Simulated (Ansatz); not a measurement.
Cs3CoF6:
```cif
data_Co4Cs12F24
_chemical_formula_sum 'Cs12 Co4 F24'
_space_group_name_H-M_alt 'Fm-3m'
_space_group_IT_number 225
_space_group_name_Hall '-F 4 2 3'
_cell_length_a 9.26619
_cell_length_b 9.26619
_cell_length_c 9.26619
_cell_angle_alpha 90.000
_cell_angle_beta 90.000
_cell_angle_gamma 90.000
loop_
_atom_site_label
_atom_site_type_symbol
_atom_site_symmetry_multiplicity
_atom_site_Wyckoff_symbol
_atom_site_fract_x
_atom_site_fract_y
_atom_site_fract_z
_atom_site_occupancy
Cs1 Cs 8 c 0.25000 0.25000 0.25000 1
Cs2 Cs 4 b 0.50000 0.50000 0.50000 1
Co1 Co 4 a 0.00000 0.00000 0.00000 1
F1 F 24 e 0.00000 0.00000 0.19939 1
```
(The calculation used a cell of 10 atoms; values per cell refer to that cell.)

Relaxed with r²SCAN. Independent-particle spectrum: no excitons, no local fields, no scissors shift; 0.1 eV broadening; ε₁ of the summed bands alone.

Q: Tabulate the dielectric function from the program Ansatz at the r²SCAN level (PAW).

A: 

| E (eV) | ε₁ xx | ε₂ xx |
|---|---|---|
| 0.0 | 2.46 | 0.00 |
| 0.5 | 2.47 | 0.00 |
| 1.0 | 2.48 | 0.00 |
| 1.5 | 2.50 | 0.00 |
| 2.0 | 2.54 | 0.00 |
| 2.5 | 2.58 | 0.00 |
| 3.0 | 2.65 | 0.00 |
| 3.5 | 2.74 | 0.00 |
| 4.0 | 2.89 | 0.00 |
| 4.5 | 3.14 | 0.00 |
| 5.0 | 3.89 | 0.04 |
| 5.5 | 2.71 | 4.04 |
| 6.0 | 2.11 | 0.05 |
| 6.5 | 4.58 | 1.43 |
| 7.0 | 0.72 | 1.87 |
| 7.5 | 1.27 | 0.33 |
| 8.0 | 2.27 | 0.18 |
| 8.5 | 2.67 | 0.34 |
| 9.0 | 3.18 | 0.75 |
| 9.5 | 2.58 | 1.36 |
| 10.0 | 2.49 | 1.59 |
| 10.5 | 2.31 | 1.45 |
| 11.0 | 2.19 | 1.25 |
| 11.5 | 2.03 | 1.19 |
| 12.0 | 2.58 | 0.96 |

With all bands, ε∞ without local fields is 2.65.

The first step of the workflow began from a Materials Project structure, measured or hypothetical; the Crystallography Open Database copy checked does not list it. Its standing as an ambient phase is unchecked. Symmetry was held in the r²SCAN relaxation; whether a distortion lowers the energy is not shown. No spin polarisation was allowed. No Hubbard U is applied. Spin–orbit coupling is left out wherever it is not named.

Potentials: the later of the program's two PAW sets.
